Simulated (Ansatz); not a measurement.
Hf₃Au: pressure against volume

Hf₃Au, Pm-3m, a = 4.326 Å. The structure is a Materials Project entry; whether it is the stable form wasn't checked. Ansatz: r2SCAN, PAW, 500 eV, Γ-centred 10×10×10 mesh on 4 atoms, Gaussian smearing 0.10 eV; no spin polarisation. Symmetry fixes shape and atoms, so the cell is only scaled; pressure is positive in compression.

```
V (Å³/atom) P (GPa)
     19.031     8.98
     19.638     4.16
     20.245     0.00
     20.853    -3.60
     21.460        ?
```

Take V0 = 20.245 Å³/atom, fit the third-order Birch–Murnaghan form to the other rows, and predict the missing pressure.

With the Eulerian strain f = ½[(V0/V)^(2/3) − 1] and y = P/[3f(1 + 2f)^(5/2)], the form is the line y = B0 + 1.5 B0 (B0′ − 4) f. Rows (f, y): 0.02104, 128.3; 0.01025, 128.6; -0.00977, 129.0. Means f = 0.007173, y = 128.63; Σ(Δf)² = 0.0004888, ΣΔfΔy = -0.01094; the slope is their ratio. y = 128.8 − 22.37 f GPa, so B0 = 128.8 GPa and B0′ = 4 + 2 × (-22.37)/(3 × 128.8) = 3.88. At V = 21.460, f = -0.01906, y = 129.23 and P = -6.70 GPa. The run gave -6.71 GPa, so the fit is 0.01 GPa too high, a small miss on the scale of the series. The form still works here, 33 % of the fitted range beyond its end.

Spin–orbit coupling is left out, which can shift energies with elements as heavy as these.